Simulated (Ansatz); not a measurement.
# Bi: computed property card

Bi:
```cif
data_Bi4
_chemical_formula_sum 'Bi4'
_space_group_name_H-M_alt 'Fm-3m'
_space_group_IT_number 225
_space_group_name_Hall '-F 4 2 3'
_cell_length_a 4.94668
_cell_length_b 4.94668
_cell_length_c 4.94668
_cell_angle_alpha 90.000
_cell_angle_beta 90.000
_cell_angle_gamma 90.000
loop_
_atom_site_label
_atom_site_type_symbol
_atom_site_symmetry_multiplicity
_atom_site_Wyckoff_symbol
_atom_site_fract_x
_atom_site_fract_y
_atom_site_fract_z
_atom_site_occupancy
Bi1 Bi 4 a 0.00000 0.00000 0.00000 1
```
(The calculation used a cell of 1 atom; values per cell refer to that cell.)

Space group Fm-3m (No. 225), fcc (Cu type); conventional cell a = b = c = 4.947 Å, α = β = γ = 90.00°.

Method: DFT-PBEsol in the program Ansatz with PAW potentials. Structure relaxed to zero pressure with the same functional. Other levels are named where they apply.

Cell and energy:

```yaml
volume_per_atom: 30.26 Å³
density: 11.47 g/cm³
```

Electronic structure:

```yaml
electronic_character: metallic (no gap)
Density of states at the Fermi level: 0.71 states/eV per atom (mean over ±0.08 eV)
Gap with spin–orbit coupling: none (metallic)
```

Mechanics:

```yaml
Bulk modulus (Birch–Murnaghan fit): 585 kbar
Pressure derivative B′: 4.6
Elastic constants (relaxed ions, GPa): C11 = 51.5, C12 = 62.3, C44 = 7.2
mechanical_stability: unstable (C has a negative eigenvalue)
```

The start of the workflow was typed in or built on a structure type; neither database checked (COD, Materials Project) lists it. It is not the phase usual at ambient conditions (space group No. 166). The cell was relaxed with PBEsol under the symmetry of its start. As this level gives no gap, shear constants depend on the k-mesh and smearing (Fermi–Dirac, 0.1 eV here). Scalar-relativistic: spin–orbit coupling is off unless named, which matters more the heavier the elements.

Potentials: the earlier of the program's two PAW sets. The files were generated under PBE; for other functionals the program regenerates the frozen cores, and for LDA and PBEsol the local potential too.
